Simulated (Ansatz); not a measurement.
input.yaml (Ansatz)

```yaml
crystal:
  lattice:
    - [4.2950086118, 0.0, 0.0]
    - [-2.1475043059, 3.7195865673, 0.0]
    - [0.0, 0.0, 2.6989228067]
  atoms:
    - { symbol: Ru, position: [0.0, 1.0, 0.0], spin: 1.0 }
    - { symbol: Ru, position: [0.3333333333, 0.6666666667, 0.5], spin: 1.0 }
    - { symbol: Ru, position: [0.6666666667, 0.3333333333, 0.5], spin: 1.0 }
hamiltonian:
  xc: mr2scan
  pseudopotentials:
    kind: paw
    azcp:
      Ru: "pseudopotentials/Ru.paw.azcp"
basis:
  ecutwfc: 500
  fft_grid_basis: typed
kpoints:
  mp_grid: { grid: [11, 11, 16], shift: [0, 0, 0] }
magnetization:
  spin_polarized: true
scf:
  occupations: { method: fermi_dirac, width: 0.05 }
output:
  stress: true
```

Output

```
Engine: ansatz 0.2.0, aarch64-unknown-linux-gnu
Pseudopotentials: kind: paw
Pseudopotential: Ru, paw, valence charge 16, recommended cutoff 500 eV (meta_gga) 
Functional definition: m-r2SCAN
  exchange = m_r2scan_x
  correlation = m_r2scan_c
Crystal: 3 atoms, lattice volume = 43.117 Å³
Basis set: ecut = 500 eV, 1095 PW (Γ), exchange–correlation on 128×128×80 points (64 copies of the dense FFT grid, shifted against one another)
Bands: 31, of which v1, the nominal top of the filled ones, is band 24 counted from 1 (23 counted from 0)
Symmetry: 24 space group operations
Space group: P6/mmm (ITA 191), of the structure as read, at distance tolerance 3.5e-5 Å
Magnetic group: BNS 191.233 (UNI 1463), of the structure as read, at distance tolerance 3.5e-5 Å
k-points: 144 of 1936
Non-local potential: Ru, projectors of the file, l = 0: 3, l = 1: 2, l = 2: 2, l = 3: 1
PAW form: soft (Blöchl's): semilocal exchange-correlation on the pseudo side does not see the compensation charge
PAW frozen core: Ru, regenerated for the run's functional (the file was generated under x = pbe(κ = 0.804, μ = 0.2195149727645171), c = pbe(β = 0.06672455060314922))
PAW one-centre angular grid: Ru, 590 points (default); XC on 160 Gauss nodes
Initial density: superposition of atomic densities (chi_scale 0.1, normalization cell)
Starting moments: Σ|m| = 3 μB on 3 of 3 sites
Initial wavefunctions: pseudopotential atomic-orbital guess
Functional: x = mr2scan, c = mr2scan; τ floored in thin density (d = 2e-4 eV/Å³)
SCF iter   1: F=—  HF=-17673.163895 eV  |F-HF|=—  |Δ(HF+E_count)|=         —  Δρ=6.89e-2 (↑6.89e-2 ↓4.38e-2)  dr2=4.89e0  dr2_τ=6.05e-2  dr2_m=1.89e-1  M=1.695 μB ∫|m|=1.695 μB  β_m=0.69  ethr=3.10e-3  ⟨swp⟩=4.9  Hψ=31332  notcnv=0
Mixer restart at iter 1: flushing history
SCF iter   2: F=—  HF=-17671.433702 eV  |F-HF|=—  |Δ(HF+E_count)|=    1.73e0  Δρ=4.14e-2 (↑4.14e-2 ↓3.03e-2)  dr2=2.07e0  dr2_τ=1.91e-2  dr2_m=3.98e-2  M=1.456 μB ∫|m|=1.458 μB  β_m=0.67  ethr=3.10e-3  ⟨swp⟩=2.6  Hψ=16189  notcnv=0  defer=202  κ⁻¹=1.0e0(r=1)
SCF iter   3: F=—  HF=-17671.032141 eV  |F-HF|=—  |Δ(HF+E_count)|=   4.02e-1  Δρ=1.07e-2 (↑1.07e-2 ↓9.15e-3)  dr2=9.94e-2  dr2_τ=1.67e-3  dr2_m=3.13e-3  M=1.008 μB ∫|m|=1.025 μB  β_m=1.00  ethr=3.10e-3  ⟨swp⟩=2.4  Hψ=16382  notcnv=0  defer=202  κ⁻¹=4.2e-2(r=2)
SCF iter   4: F=—  HF=-17671.508950 eV  |F-HF|=—  |Δ(HF+E_count)|=         —  Δρ=2.58e-2 (↑2.58e-2 ↓2.58e-2)  dr2=2.04e-2  dr2_τ=2.82e-2  dr2_m=2.49e-1  M=-0.220 μB ∫|m|=0.220 μB  β_m=1.00  ethr=2.07e-4  ⟨swp⟩=2.3  Hψ=16108  notcnv=0  defer=193
Mixer restart at iter 4: flushing history
SCF iter   5: F=—  HF=-17671.263896 eV  |F-HF|=—  |Δ(HF+E_count)|=   2.45e-1  Δρ=4.72e-3 (↑3.24e-3 ↓4.72e-3)  dr2=8.78e-3  dr2_τ=7.83e-4  dr2_m=5.37e-3  M=-0.036 μB ∫|m|=0.036 μB  β_m=0.36  ethr=1.04e-4  ⟨swp⟩=2.1  Hψ=15865  notcnv=0  defer=177
SCF iter   6: F=—  HF=-17671.263361 eV  |F-HF|=—  |Δ(HF+E_count)|=   5.35e-4  Δρ=2.60e-3 (↑2.48e-3 ↓2.60e-3)  dr2=1.75e-3  dr2_τ=1.42e-4  dr2_m=2.29e-3  M=-0.035 μB ∫|m|=0.035 μB  β_m=0.38  ethr=1.83e-5  ⟨swp⟩=2.3  Hψ=15077  notcnv=0  defer=100  κ⁻¹=1.0e0(r=1)
...
SCF iter  20: F=—  HF=-17671.263446 eV  |F-HF|=—  |Δ(HF+E_count)|=  3.46e-10  Δρ=1.15e-6 (↑1.15e-6 ↓9.46e-7)  dr2=3.80e-11  dr2_τ=4.96e-11  dr2_m=4.35e-10  M=0.000 μB ∫|m|=0.000 μB  β_m=1.00  ethr=1.00e-12  ⟨swp⟩=1.0  Hψ=10080  notcnv=0  κ⁻¹=3.0e-6(r=8)
SCF iter  21: F=—  HF=-17671.263446 eV  |F-HF|=—  |Δ(HF+E_count)|=  3.82e-10  Δρ=8.98e-7 (↑8.98e-7 ↓6.48e-7)  dr2=5.42e-11  dr2_τ=2.68e-11  dr2_m=2.35e-10  M=0.000 μB ∫|m|=0.000 μB  β_m=1.00  ethr=1.00e-12  ⟨swp⟩=1.0  Hψ=10080  notcnv=0  κ⁻¹=4.4e-5(r=8)
SCF iter  22: F=-17671.263446 eV  HF=-17671.263446 eV  |F-HF|=7.28e-12  |Δ(HF+E_count)|=  4.15e-10  Δρ=2.98e-7 (↑2.98e-7 ↓1.13e-7)  dr2=4.62e-11  dr2_τ=2.07e-12  dr2_m=1.27e-11  M=0.000 μB ∫|m|=0.000 μB  ethr=1.00e-12  ⟨swp⟩=2.0  Hψ=15160  notcnv=0
SCF 1 converged in 22 iterations: F = -17671.263446 eV  dr2 = 4.62e-11
WARN: the starting moments were not kept: the SCF closed with an absolute magnetisation of 6.4e-6 μB, where they sum to 3 μB in size (3 sites). That is at most 0.1 of that sum. Measured as dr2_m measures the in/out step, that magnetisation stands 6.9e-12 eV from none, at or under the dr2_threshold of 1.0e-7 eV: it is no larger than a step whose dr2_m would equal this threshold. The system may hold no moment; this SCF shows only that its start led to no more than that. To try another start: raise the starting moments (crystal.atoms[].spin, magnetization.per_species, magnetization.initial_magnetization, or on a non-collinear deck that types none of these the spinor_matrix: blocks that start its atoms; where the total moment is fixed, keep their sum and leave initial_magnetization as it is; typed ones take the place of any that the run laid by itself, positive ones on a crystal's lanthanoids without a Hubbard term where scf.initial_density.shell_occupations: [] is typed) or, if the notice of its spin-set hold's release reads "site moments contracting" or "site moments show no strong build", lengthen the hold (scf.mixing.spin_hold: { on: { confirm: 4 } }; for m-r²SCAN on two components see the key's manual first). Each may lead to a state that holds a moment. A second SCF, from the converged charge density, with the starting moments and any scf.initial_density.shell_occupations laid on it anew, would have followed, and was not run: the deck does not ask for one (magnetization.retry_lost_moments is false, the default). To let it run, set magnetization.retry_lost_moments: true and run the deck again, where that key's refused combinations let it; where memory then withholds it, that run's warning says so.
this state was not tested for a lower state beside it, because the mixer in use, unlike msr1, does not test its closes by its own steps (another_mixer; see scf.mixing.algorithm and scf.lower_state_search)
SCF converged after 22 iterations
Magnetization: 0.0000 μB (24.0000 up, 24.0000 down)
Absolute magnetization: 0.0000 μB (∫|ρ↑−ρ↓|, with the PAW one-centre terms)
Spin contamination: 0.0000 ħ² per cell (⟨S²⟩ above its minimum at these occupations)
Per-site moments (μB) at R_I (Å): [(-2.89389076090316e-6, 1.1133056577637501), (1.4156423481493223e-6, 1.022886306006364), (1.4156423481783008e-6, 1.022886306006364)]
Free energy (F): -17671.263446 eV
Harris-Foulkes:  -17671.263446 eV  (|F-HF|=7.28e-12)
Internal energy: -17671.232405 eV  (E = F + TS)
E sigma→0 (E₀):  -17671.247925 eV
Entropy (-TS):   -0.031041 eV (-10.347 meV/atom)
Fermi energy:    21.965741 eV
--- Per-component energies (eV) ---
  E_band       = -274.582667
  E_kinetic    = 1537.961577
  E_local      = -3975.269103  (includes V_loc(G=0)·N_el)
  E_nonlocal   = 1029.672756
  E_hartree    = 1279.797667
  E_xc         = -550.366453
  E_vxc        = -797.181444  (∫ρ·V_xc dr)
  E_paw        = -10436.880727  (= ΣΔE_a)
  E_vpaw       = -685.513829  (= ΣTr[D̂ρ^β])
  E_aug_tail   = 0.000263  (compensation charges beyond the density's cutoff)
  E_vtau       = 56.151861  (kinetic-family band-sum trace: ∫τ·v_τ [+ j·A + Jᵃ·Aᵃ] dr)
  E_ewald      = -6555.215518
  E_core_change = -0.932867  (= ΣΔE_core)
  E_smearing   = -0.031041  (= −TS)
  E_closure    = 0.000000  (closes the sum)
  Σ components = -17671.263446   (vs F -17671.263446, Δ=0.00e0)
--- Stress (GPa, compression-positive) ---
      -12.149432      -0.000000       0.000000
       -0.000000     -12.149432       0.000000
        0.000000       0.000000      -9.642540
  P = ⅓ Tr σ = -11.3138 GPa (-113.138 kbar)
```
